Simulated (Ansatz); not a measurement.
## CuB₂ in the AlB2-type structure

Computed with Ansatz (plane waves, PAW, 420 eV cutoff): PBEsol, scalar-relativistic, no spin polarisation, 12×12×10 k-mesh, Gaussian smearing of 0.05 eV; PAW files: Ansatz's generated set soft_2.

```xyz
3
Lattice="2.9764 0.0000 0.0000 -1.4882 2.5776 0.0000 0.0000 0.0000 3.2884" Properties=species:S:1:pos:R:3 pbc="T T T"
Cu    0.0000    0.0000    0.0000
B     0.0000    1.7184    1.6442
B     1.4882    0.8592    1.6442
```

This is a trial structure made by placing the elements on a prototype's sites, so it needn't be the stable form.

The cell above was scaled in volume, and shape and atoms were relaxed at each volume within its symmetry. Energies are counted from the cell above.

The cell is relaxed to zero pressure at this level.

```tsv
V (Å³/atom)	ΔE (meV/atom)	P from the stress (GPa)
8.073	8.27	8.29
8.241	1.94	3.88
8.409	0.00	0.00
8.578	1.89	-3.45
8.746	7.11	-6.49
```

Do the energies and the pressures agree? Compare −ΔE/ΔV between neighbouring points (1 meV/Å³ = 0.1602 GPa) with the mean of their pressures.

```tsv
interval (Å³/atom)	−ΔE/ΔV (GPa)	mean P (GPa)
8.07 to 8.24	6.0	6.1
8.24 to 8.41	1.8	1.9
8.41 to 8.58	-1.8	-1.7
8.58 to 8.75	-5.0	-5.0
```
They differ by 0.09 GPa at most.

What do the two routes give for V0, B0 and B0′?

A third-order Birch–Murnaghan fit of the energies: V0 = 8.41 Å³/atom, B0 = 182 GPa, B0′ = 6.0. A polynomial of P in ln V, with B = −dP/d ln V at P = 0: V0 = 8.41 Å³/atom, B0 = 183 GPa, B0′ = 5.1. B0′ isn't converged to its last digit.

B0·V0 = 182.4 GPa × 8.41 Å³ = 9.57 eV/atom sets the scale: near the minimum ΔE ≈ ½ B0 V0 x², with x = V/V0 − 1, and a pressure of 1.8 GPa squeezes the volume by about 1 %. At the ends of the curve: x = −4.0 % predicts 7.5 meV/atom and the run gives 8.3; x = +4.0 % predicts 7.8 meV/atom and the run gives 7.1. Compression costs more and expansion less than the parabola says, since the crystal stiffens as it shrinks; B0′ measures that.

The cell is a metal with an odd number of electrons, and spin polarisation wasn't tried.
